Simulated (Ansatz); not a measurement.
Data:

SnGe:
```cif
data_GeSn
_chemical_formula_sum 'Sn1 Ge1'
_space_group_name_H-M_alt 'P-6m2'
_space_group_IT_number 187
_space_group_name_Hall 'P -6 2'
_cell_length_a 3.82490
_cell_length_b 3.82490
_cell_length_c 3.71073
_cell_angle_alpha 90.000
_cell_angle_beta 90.000
_cell_angle_gamma 120.000
loop_
_atom_site_label
_atom_site_type_symbol
_atom_site_symmetry_multiplicity
_atom_site_Wyckoff_symbol
_atom_site_fract_x
_atom_site_fract_y
_atom_site_fract_z
_atom_site_occupancy
Sn1 Sn 1 a 0.00000 0.00000 0.00000 1
Ge1 Ge 1 f 0.66667 0.33333 0.50000 1
```

This is the PBEsol-relaxed structure.

All from DFT-PBEsol in the program Ansatz with PAW potentials, unless another level is named. Predict the electronic character.

metallic (no gap).

What about the density of states at the Fermi level?

0.49 states/eV per atom (mean over ±0.08 eV).

Predict the formation energy from the elements (no fitted shifts).

0.18 eV/atom.

The cell is a constructed one: a structure type filled with these elements; neither database checked (COD, Materials Project) lists it. Its standing as an ambient phase is unchecked. Symmetry was held in the PBEsol relaxation; of distortions, only those at the zone centre were tested. The references are the lowest solids computed at this level, not always the standard phases. Spin–orbit coupling is left out wherever it is not named.

Potentials: the later of the program's two PAW sets.
